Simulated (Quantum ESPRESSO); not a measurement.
# Computed records: ScGa$_{3}$AsP$_{3}$ (made-up cell)

All values are calculated (Quantum ESPRESSO 7.5). Calculation on a made-up crystal cell, not a measurement: periodic Kohn-Sham density functional theory in plane waves with PseudoDojo standard norm-conserving scalar-relativistic pseudopotentials, each functional with its own files (v0.5 for PBE, v0.4.1 for LDA and PBEsol), no spin polarisation, no spin-orbit coupling, atoms not relaxed, stress positive in tension, energies less a fixed whole-eV offset for each atom's element; levels are Kohn-Sham levels at fractions of this cell's reciprocal vectors, counted from the reference band (half the neutral cell's valence electrons, rounded up) at Gamma; error bars cover cutoff and k-mesh only, not smearing or the files; each bar is the largest change over components, and at least 0.002 eV, 0.002 eV per angstrom or 0.02 GPa; added strain carries the atoms with the cell, and shear is the tensor component; energies are for the whole cell, and the offsets were chosen from early runs and are not element reference energies; machines and their load varied, so run times do not measure scaling.

```cif
# cell vector a (Å): 5.4462 0.0000 0.0000
# cell vector b (Å): 0.0000 5.4462 0.0000
# cell vector c (Å): 0.0000 0.0000 5.4462
data_ScGa3AsP3
_symmetry_space_group_name_H-M 'P 1'
_symmetry_Int_Tables_number 1
_cell_length_a 5.4462
_cell_length_b 5.4462
_cell_length_c 5.4462
_cell_angle_alpha 90.000
_cell_angle_beta 90.000
_cell_angle_gamma 90.000
_cell_volume 161.54
loop_
_atom_site_label
_atom_site_type_symbol
_atom_site_fract_x
_atom_site_fract_y
_atom_site_fract_z
_atom_site_occupancy
Ga1 Ga 0.00006 0.96629 0.01511 1
Ga2 Ga 0.98838 0.50048 0.49682 1
Sc1 Sc 0.50294 0.98909 0.51974 1
Ga3 Ga 0.49043 0.49616 0.00854 1
P1 P 0.22821 0.25533 0.24224 1
P2 P 0.24795 0.74551 0.75996 1
As1 As 0.74217 0.25263 0.74154 1
P3 P 0.74024 0.73714 0.24369 1
_calc_lattice_type 'zincblende/diamond'
_calc_functional 'pbe'
_calc_cutoff 1143  # eV
_calc_fermi_dirac_smearing 0.025  # eV
_calc_scf_tolerance 1e-07  # eV
_calc_electrons_removed 0
_calc_run_command 'pw.x -nk 1 -in in'
_calc_run_processor 'AMD EPYC, Zen 5 class, virtual cores'
_calc_k_mesh '4 x 4 x 4, shifted by half a step'
_calc_free_energy_less_offsets 0.4304  # eV
_calc_scf_iterations 11
_calc_smearing_term_minus_ts 0  # eV
_calc_pressure 12.98  # GPa
_calc_stress_xx -12.8  # GPa
_calc_stress_yy -13.52  # GPa
_calc_stress_zz -12.63  # GPa
_calc_stress_yz -1.584  # GPa
_calc_stress_xz 2.482  # GPa
_calc_stress_xy -4.114  # GPa
_calc_reference_band 40
_calc_error_bar_energy 0.005532  # eV
_calc_error_bar_stress 0.02  # GPa
_calc_error_bar_force 0.004174  # eV/angstrom
_calc_error_bar_next_band_up 0.002  # eV
_calc_error_bars_from 'tighter rerun of a related cell'
_calc_wall_time_of_scf_and_band_steps_on_a_shared_machine 657.4  # s
```

Atoms:
| atoms element | atom site | atom energy offset (eV) |
| --- | --- | --- |
| Ga | 1 | -2080 |
| Ga | 2 | -2080 |
| Sc | 3 | -1320 |
| Ga | 4 | -2080 |
| P | 5 | -189 |
| P | 6 | -189 |
| As | 7 | -2887 |
| P | 8 | -189 |

Forces:
| site | x (eV/Å) | y (eV/Å) | z (eV/Å) |
| --- | --- | --- | --- |
| 1 | -0.06012 | 1.172 | -0.4023 |
| 2 | 0.8377 | 0.467 | -0.1456 |
| 3 | -1.658 | -0.3227 | -2.639 |
| 4 | -0.3511 | -0.2961 | -0.1647 |
| 5 | 0.2653 | -0.4685 | 0.3329 |
| 6 | -1.289 | -1.362 | 0.5275 |
| 7 | 1.847 | 1.153 | 2.489 |
| 8 | 0.4085 | -0.3423 | 0.00245 |

Levels:
| level k point | next band up (eV) |
| --- | --- |
| Gamma | 1.141 |
| (1/2,1/2,1/2) | 2.109 |
| (0.15,0,0) | 1.268 |
| (0,0.15,0) | 1.229 |
| (0,0,0.15) | 1.273 |
